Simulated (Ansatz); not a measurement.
The relaxed structure here is a generated cell of Cu2O: the first start was made by a random draw of sites in a space group, and the end was not matched to a known phase here, so it may be hypothetical. Known forms of Cu2O include space group No. 224.

The end point of a relaxation of Cu$_{2}$O. Space group P4/mmm (No. 123). Level of theory: PBEsol (plane waves to 420 eV, PAW, scalar-relativistic; Ansatz, a quantum-chemistry and plane-wave program).

```xyz
9
Lattice="3.6846 0.0000 0.0000 0.0000 3.6846 0.0000 0.0000 0.0000 8.2637" Properties=species:S:1:pos:R:3 pbc="T T T"
Cu     0.0000     1.8423     6.9274
Cu     1.8423     0.0000     6.9274
Cu     0.0000     1.8423     1.3362
Cu     1.8423     0.0000     1.3362
Cu     0.0000     1.8423     4.1318
Cu     1.8423     0.0000     4.1318
O      0.0000     0.0000     1.5412
O      0.0000     0.0000     6.7224
O      1.8423     1.8423     4.1318
```

| Quantity | Result |
|---|---|
| Volume per atom | 12.47 Å³ |
| Band gap | zero (metallic) |
| Shortest distances | Cu–O 1.84 Å; Cu–Cu 2.61 Å; O–O 3.08 Å |
| k-mesh | 9×9×4 |

Band energies at high-symmetry points (eV from the Fermi level; labels of this space group; no spin-orbit coupling), from −5 eV up to 5.0 eV:

```csv
point,energies
Γ,-4.06 -3.97 -3.86 -3.79 -3.71 -3.63 -3.49 -3.18 -3.18 -3.05 -2.88 -2.88 -2.42 -2.42 -2.41 -2.38 -2.32 -2.32 -2.23 -2.15 -2.15 -2.14 -1.95 -1.94 -1.94 -1.87 -1.69 -1.68 -1.50 -1.48 0.00 0.95 0.96 4.75
X,-4.04 -3.64 -3.25 -3.14 -3.06 -3.04 -3.03 -3.00 -2.93 -2.84 -2.67 -2.63 -2.62 -2.50 -2.44 -2.42 -2.41 -2.26 -2.22 -2.21 -2.09 -1.99 -1.95 -1.80 -1.58 -1.49 -1.48 -1.37 -1.13 -0.97 1.51 1.54 2.35 2.77 4.04 4.12
M,-3.54 -3.52 -3.52 -3.10 -3.10 -3.07 -3.07 -2.90 -2.90 -2.78 -2.76 -2.34 -2.19 -2.18 -2.15 -2.15 -2.11 -2.09 -2.09 -1.90 -1.84 -1.02 -0.91 -0.91 -0.75 -0.75 -0.72 -0.69 -0.44 -0.38 -0.38 0.81 1.55 3.32 3.32 4.59 4.59
Z,-4.01 -3.96 -3.88 -3.83 -3.71 -3.60 -3.31 -3.27 -3.27 -2.85 -2.71 -2.71 -2.63 -2.52 -2.52 -2.47 -2.36 -2.34 -2.34 -2.32 -2.14 -2.08 -2.08 -1.99 -1.99 -1.69 -1.68 -1.59 -1.48 -1.37 0.13 0.23 2.60 2.84
R,-3.87 -3.39 -3.33 -3.15 -3.04 -3.03 -3.00 -2.95 -2.92 -2.89 -2.81 -2.70 -2.70 -2.55 -2.52 -2.41 -2.38 -2.36 -2.33 -2.33 -2.25 -2.24 -1.58 -1.57 -1.49 -1.48 -1.47 -1.28 -1.10 -1.07 1.17 2.03 2.54 3.40 4.08 4.13 4.82
A,-3.47 -3.31 -3.31 -3.11 -3.11 -3.01 -3.01 -3.01 -3.01 -2.90 -2.84 -2.80 -2.80 -2.36 -2.23 -2.14 -1.99 -1.98 -1.85 -1.66 -1.66 -0.92 -0.92 -0.90 -0.85 -0.83 -0.83 -0.64 -0.18 0.08 0.08 0.93 1.18 2.65 2.65 4.97 4.97
```

No spin polarisation in the result. The d or f electrons are treated with no Hubbard U.

The run could not lose the symmetry of its start: the end is stationary, and may be a saddle point rather than a minimum.
